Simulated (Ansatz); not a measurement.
Here is an unrelaxed guess for In₄P.

```cif
data_structure
_symmetry_space_group_name_H-M 'I-43m'
_symmetry_Int_Tables_number 217
_cell_length_a 6.8789
_cell_length_b 6.8789
_cell_length_c 6.8789
_cell_angle_alpha 90.000
_cell_angle_beta 90.000
_cell_angle_gamma 90.000
_cell_volume 325.51
loop_
_atom_site_label
_atom_site_type_symbol
_atom_site_symmetry_multiplicity
_atom_site_Wyckoff_symbol
_atom_site_fract_x
_atom_site_fract_y
_atom_site_fract_z
_atom_site_occupancy
In1 In 8 c 0.37316 0.37316 0.62684 1
P1 P 2 a 0.00000 0.00000 0.00000 1
```

Computed with Ansatz 0.2.0, DFT PBE, scalar-relativistic, plane waves, PAW. Cutoff 420 eV; k points 4×4×4 on the computed 5-atom cell (Γ-centred); Gaussian smearing, width 0.10 eV; no spin polarisation.

Formation energies are uncorrected and refer to the elements' standard structures at the same level. The references include black phosphorus.

Q: Estimate its pressure, forces and energy as it stands.

A: The pressure is 138.0 GPa (it wants to expand), the largest force is 71.68 eV/Å, and the energy is +15.76 eV/atom against the elements. The shortest distance is 1.51 Å, so close that the PAW spheres overlap strongly and these values are rough.

Q: How much does it gain on relaxing, and where does it end?

A: Relaxing gains about 15.5 eV/atom (the start's value is from the coarse mesh, so the gain is rough) in 17 ionic steps and ends at +0.22 eV/atom on the finer mesh. The symmetry goes from I-43m (No. 217) to Im-3m (No. 229). The volume per atom shrinks by 11.8 %, from 32.6 to 28.7 Å³. The shortest distance goes from 1.51 Å (In–P) to 2.86 Å (In–P). Conventional cell: a = 6.598 Å. In is surrounded by 2 P at 2.86 Å and 6 In at 3.30 Å; P is surrounded by 8 In at 2.86 Å.

The last run used an 8×8×8 mesh for its 5-atom cell and Gaussian smearing of 0.10 eV. The cell is a metal run without spin; a magnetic state may lie lower. The reference form of P is held partly by dispersion forces, which this level lacks. The relaxation can't lower the symmetry of the start. Symmetry constrained the relaxation, so the result can be a saddle point.
